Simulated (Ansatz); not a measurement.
Bi2W:
```xyz
6
Lattice="5.3743 1.8747 0.0000 -5.3743 1.8747 0.0000 -4.2469 0.0000 7.0944" Properties=species:S:1:pos:R:3 pbc="T T T"
W     -4.6799     1.8747     1.2249
W      0.4330     1.8747     5.8695
Bi     1.7583     1.8747     3.1715
Bi    -6.0052     1.8747     3.9229
Bi    -2.7063     1.8747     6.2384
Bi    -1.5406     1.8747     0.8560
```

Relaxed with PBEsol. Special points in fractions of this cell's reciprocal vectors: Γ (0.000, 0.000, 0.000); C (0.291, 0.291, 0.000); C2 (-0.291, 0.709, 0.000); Y2 (-0.500, 0.500, 0.000); M2 (-0.500, 0.500, 0.500); D (-0.264, 0.736, 0.500); D2 (0.264, 0.264, 0.500); A (0.000, 0.000, 0.500); L2 (0.000, 0.500, 0.500); V2 (0.000, 0.500, 0.000).

Q: List the band energies nearest the Fermi level at these points for plane-wave PAW PBEsol (Ansatz code).

A: In eV from the Fermi level; about four levels below and three above (degenerate sets whole), none deeper than 8.9 eV; points with the same levels are listed once.

```
k                     below           above
--  -----------------------  --------------
Γ   -1.27 -0.90 -0.84 -0.24  0.17 0.86 1.02
C   -1.54 -1.43 -0.23 -0.02  0.49 0.69 1.15
Y2  -1.10 -0.25 -0.19 -0.09  0.68 1.60 1.76
M2  -1.23 -0.90 -0.87 -0.42  0.01 0.78 0.98
D   -2.40 -1.66 -0.47 -0.47  0.60 0.79 0.84
A   -1.78 -1.35 -0.52 -0.17  0.01 0.51 0.88
L2  -2.06 -1.19 -0.73 -0.68  0.33 0.67 0.71
V2  -2.21 -1.94 -1.65 -1.09  0.17 0.36 0.72
```

Space group C2/m. The start of the workflow was typed in or built on a structure type; neither database checked (COD, Materials Project) lists it. Its standing as an ambient phase is unchecked. The PBEsol relaxation kept the symmetry of its start; its stability against distortions is not shown here. The run is not spin-polarised. The volume moved by -21 % from the start of the relaxation. Its formation energy is positive at this level, so the cell may be metastable or incomplete. Spin–orbit coupling is left out wherever it is not named.

Potentials: the earlier of the program's two PAW sets. The files were generated under PBE; for other functionals the program regenerates the frozen cores, and for LDA and PBEsol the local potential too.
